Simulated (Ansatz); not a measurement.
Input and command of a plane-wave DFT calculation in Ansatz:

```yaml
crystal:
  lattice:
    - [1.2456453758, 0.719173693, 10.7665714855]
    - [-1.2456453758, 0.719173693, 10.7665714855]
    - [0.0, -1.4383473861, 10.7665714855]
  atoms:
    - { symbol: C, position: [0.0248185525, 0.0248185525, 0.0248185525] }
    - { symbol: C, position: [0.9751814475, 0.9751814475, 0.9751814475] }
    - { symbol: C, position: [0.1086956498, 0.1086956498, 0.1086956498] }
    - { symbol: C, position: [0.8913043502, 0.8913043502, 0.8913043502] }
    - { symbol: C, position: [0.1583656632, 0.1583656632, 0.1583656632] }
    - { symbol: C, position: [0.8416343368, 0.8416343368, 0.8416343368] }
    - { symbol: C, position: [0.3748645769, 0.3748645769, 0.3748645769] }
    - { symbol: C, position: [0.6251354231, 0.6251354231, 0.6251354231] }
    - { symbol: C, position: [0.4253218689, 0.4253218689, 0.4253218689] }
    - { symbol: C, position: [0.5746781311, 0.5746781311, 0.5746781311] }
basis:
  ecutwfc: 420
kpoints:
  mp_grid: { grid: [12, 12, 12] }
hamiltonian:
  xc: lda
scf:
  occupations: { method: gaussian, width: 0.05 }
output:
  forces: true
  stress: true
  eigenvalues: true
```

```bash
ansatz run input.yaml --threads 2 --pin off --max-ram 5120MiB --backend cpu --events-out ev --progress --plain --runs-dir out
```

Processor: Intel(R) Xeon(R) Processor @ 2.50GHz (Skylake/Cascade Lake), 2 threads, on a host shared with other jobs.

Estimate time, memory and problem size.

About 18 s on 2 threads of Intel(R) Xeon(R) Processor @ 2.50GHz (Skylake/Cascade Lake), on a shared host, peak memory 0.51 GiB. It solves 30 bands at 189 k points (the mesh reduced by symmetry) with about 1061 plane waves, in 6 SCF iterations.
